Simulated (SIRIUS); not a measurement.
Worked example: self-consistent single point of Te₂Mo (P6_3/mmc, 6 atoms in the cell; from Materials Project mp-602, changed as shown) in SIRIUS.

Computed with PBE, SSSP 1.1.2 precision PBE pseudopotentials (plane waves; SIRIUS).

The change in words: lattice vector c scaled by 1.02. Reference geometry (P6_3/mmc):
```
CELL_PARAMETERS angstrom
      3.56565     0.00000     0.00000
     -1.78283     3.08794     0.00000
      0.00000     0.00000    14.64778
ATOMIC_POSITIONS crystal
  Te 0.33333 0.66667 0.62782
  Te 0.66667 0.33333 0.37218
  Te 0.66667 0.33333 0.12782
  Te 0.33333 0.66667 0.87218
  Mo 0.33333 0.66667 0.25000
  Mo 0.66667 0.33333 0.75000
```

Reference input (self-consistent single point, DFT, PBE, plane waves, SSSP 1.1.2 precision PBE pseudopotentials): parameters.ngridk = 5 5 1; parameters.xc_functionals = [XC_GGA_X_PBE, XC_GGA_C_PBE]; parameters.gk_cutoff = 9.487 1/bohr; parameters.pw_cutoff = 30 1/bohr; parameters.smearing = gaussian; parameters.smearing_width = 0.000367493 Ha; potentials = SSSP 1.1.2 precision PBE pseudopotentials; parameters.electronic_structure_method = pseudopotential; parameters.num_bands = 31; parameters.num_mag_dims = 0; parameters.num_dft_iter = 100; parameters.energy_tol = 1e-07 Ha. This run's input differs from it in these lines:

```diff
@@ -34,3 +34,3 @@
       [-0.4999999968, 0.8660252633, 0.0],
-      [0.0, 0.0, 4.1080251581]
+      [0.0, 0.0, 4.1901857734]
     ],
@@ -45,10 +45,10 @@
       "Te": [
-        [-3.3691e-06, 3.8902463174, 17.3782412586],
-        [3.3690543472, 1.945120241, 10.3020512752],
-        [3.3690543472, 1.945120241, 3.5380949917],
-        [-3.3691e-06, 3.8902463174, 24.1421975421]
+        [-3.3691e-06, 3.8902463174, 17.7258065583],
+        [3.3690543472, 1.945120241, 10.5080925821],
+        [3.3690543472, 1.945120241, 3.6088569881],
+        [-3.3691e-06, 3.8902463174, 24.6250421522]
       ],
       "Mo": [
-        [-3.3691e-06, 3.8902463174, 6.9200731334],
-        [3.3690543472, 1.945120241, 20.7602194003]
+        [-3.3691e-06, 3.8902463174, 7.0584747851],
+        [3.3690543472, 1.945120241, 21.1754243553]
       ]
```

Output, abridged:

```
[find] density tolerance         : 1e-06
[find] total energy tolerance    : 1e-07
[find] iter_solver_tol (initial) : 0.01
[find] iter_solver_tol (target)  : 1e-13
[find] num_dft_iter              : 100
Charges and magnetic moments
--------------------------------------------------------------------------------
total charge          : 52.000000
[find] | SCF iteration   0 out of 100|
[diagonalize] iterative solver tolerance (occupied, empty): 0.01 0.01
[diagonalize] average number of iterations: 1.8
[find] Charges and magnetic moments
[find] total charge          : 52.000000
[find] Energy
   [... lines left out ...]

[find] Charges and magnetic moments
[find] total charge          : 52.000000
[find] Energy
[find] smearing (-TS)                 :      -0.00000000
[find] Total energy                   :    -190.19553400 (Ha),    -380.39106801 (Ry)
[find] Free energy (E-TS)             :    -190.19553400 (Ha),    -380.39106801 (Ry)
[find] band gap (eV)                  :       0.93849235
[find] Efermi                         :       0.32111980
[find] iteration : 19, RMS (target) : 6.7005e-07 (1.0000e-06) , energy difference (target) : -9.5213e-12 (1.0000e-07)
[find] bands are converged : true
[find] iterative solver converged : true
[find] converged after 20 SCF iterations!
[find] Charges and magnetic moments
[find] total charge          : 52.000000
[find] Energy
[find] smearing (-TS)                 :      -0.00000000
[find] Total energy                   :    -190.19553400 (Ha),    -380.39106801 (Ry)
[find] Free energy (E-TS)             :    -190.19553400 (Ha),    -380.39106801 (Ry)
[find] band gap (eV)                  :       0.93849235
[find] Efermi                         :       0.32111980
[ground_state] === stress tensor components [kbar] ===
[ground_state] === stress_total ===
[ground_state]     2.047696    0.000000    0.000000
[ground_state]     0.000000    2.047697    0.000000
[ground_state]     0.000000    0.000000    8.954199
[ground_state] ==== total Forces in Ha/bohr =====
[ground_state] atom:    0, force:      -0.0000000     -0.0000000      0.0036620
[ground_state] atom:    1, force:       0.0000000      0.0000000     -0.0036620
[ground_state] atom:    2, force:       0.0000000      0.0000000      0.0036620
[ground_state] atom:    3, force:      -0.0000000     -0.0000000     -0.0036620
[ground_state] atom:    4, force:       0.0000000      0.0000000      0.0000000
[ground_state] atom:    5, force:      -0.0000000     -0.0000000      0.0000000
```

The run converged in 20 iterations. SIRIUS prints the stress tensor with tension positive. Against the reference run the free energy falls by 2.8 meV/atom, the pressure goes from 1.63 to -0.43 GPa and the largest force goes from 0.280 to 0.188 eV/Å.

Spin-orbit coupling is left out, which matters for bands and gaps with elements this heavy. The structure comes from a collection of computed structures, made at another level of theory; the collection holds predicted forms beside known ones.

Cost on one core: roughly 100 core-seconds.

The gap that the log prints is read on the run's mesh, which can miss the band edges or a crossing.
